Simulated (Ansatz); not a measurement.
SrPd2 (cubic Laves (MgCu2 type), space group No. 227) under volume change, DFT-r²SCAN in the program Ansatz with PAW potentials, scaled uniformly.

```csv
V (Å³/atom),E − E(relaxed) (meV/atom),P (GPa)
18.387,55.9,10.81
18.993,___,___
19.599,5.5,2.99
20.206,0.0,0.00
20.812,4.9,-2.50
21.418,___,___
22.024,39.1,-6.32
```

**Question.** What belongs in the gaps?

**Answer.** 
- 18.993, E − E(relaxed) (meV/atom): 23.3
- 18.993, P (GPa): 6.55
- 21.418, E − E(relaxed) (meV/atom): 18.4
- 21.418, P (GPa): -4.58

**Question.** What does a third-order Birch–Murnaghan fit give for V₀, B₀ and B′?

**Answer.** V₀ = 20.21 Å³/atom, B₀ = 90.8 GPa, B′ = 4.9.

Space group Fd-3m (cubic Laves (MgCu2 type)). The workflow started from an entry of the Crystallography Open Database (COD). Its standing as an ambient phase is unchecked. The r²SCAN relaxation kept the symmetry of its start; whether a distortion lowers the energy is not shown. No spin polarisation was allowed. Scalar-relativistic: spin–orbit coupling is off unless named, which matters more the heavier the elements.

Potentials: the later of the program's two PAW sets.
